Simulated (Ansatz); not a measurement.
Zr3HRh:
```xyz
5
Lattice="4.3503 0.0000 0.0000 0.0000 4.3503 0.0000 0.0000 0.0000 4.3503" Properties=species:S:1:pos:R:3 pbc="T T T"
Rh     0.0000     0.0000     0.0000
Zr     2.1752     2.1752     0.0000
Zr     2.1752     0.0000     2.1752
Zr     0.0000     2.1752     2.1752
H      2.1752     2.1752     2.1752
```

Relaxed with r²SCAN. Special points in fractions of this cell's reciprocal vectors: Γ (0.000, 0.000, 0.000); X (0.000, 0.500, 0.000); M (0.500, 0.500, 0.000); R (0.500, 0.500, 0.500).

### Question
List the band energies nearest the Fermi level at these points for the program Ansatz at the r²SCAN level (PAW).

### Answer
In eV from the Fermi level; about four levels below and three above (degenerate sets whole), none deeper than 8.9 eV; points with the same levels are listed once.

```csv
k,below,above
Γ,-3.33 -3.33 -3.33 -0.35 -0.35 -0.35,1.31 1.31 3.16 3.16 3.16
X,-1.37 -1.34 -0.72 -0.72,1.14 1.14 1.35
M,-0.87 -0.71 -0.39 -0.39,1.59 1.59 2.12 2.12
R,-1.75 -1.75 -0.92 -0.92 -0.92,1.00 1.00 1.00
```

Space group Pm-3m. The start of the workflow was typed in or built on a structure type; neither database checked (COD, Materials Project) lists it. Whether it is the stable phase at ambient conditions was not checked. Symmetry was held in the r²SCAN relaxation. At this level the phase is mechanically unstable. No spin polarisation was allowed. Spin–orbit coupling is left out wherever it is not named.

Potentials: the earlier of the program's two PAW sets.
